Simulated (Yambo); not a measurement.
Ca₂OsH₆ (space group Fm-3m, No. 225): one transition space (8×8×8 mesh, 6 valence and 3 conduction bands, Tamm-Dancoff) with different kernels in Yambo, on LDA orbitals; field along x. BSE alone uses the static screening with 54 bands and a 3 Ry block; its scissor and those of RPA and TDDFT come from G0W0, that of the TDHF-type run from bare exchange.

```tsv
kernel	scissor (eV)	direct gap with it (eV)	lowest state (eV)
BSE (screened electron-hole attraction)	1.37	3.92	(withheld)
RPA (no attraction)	1.37	3.92	3.92 (dark)
TDDFT, adiabatic LDA kernel	1.37	3.92	3.92 (dark)
```

**Question.** What belongs in the gaps?

**Answer.** 
- BSE (screened electron-hole attraction), lowest state (eV): 3.36 (dark)

RPA and TDDFT, adiabatic LDA kernel leave the lowest state at the direct gap: no bound exciton. These are vertical excitations (zero momentum). Spin singlets only. Strong means a line over 3 % of the spectrum's maximum, dark under 0.03 %. Absolute energies carry the error of the G0W0 scissor, whose convergence isn't established. Convergence of the binding with the mesh was not shown.

Spin-orbit coupling is not included.

Geometry of the Materials Project entry, not relaxed at this level; primitive cell a = b = c = 5.1121 Å, α = β = γ = 60.00°.

The structure is a Materials Project entry; no match was found in the copy of COD used, and its stability was not checked.
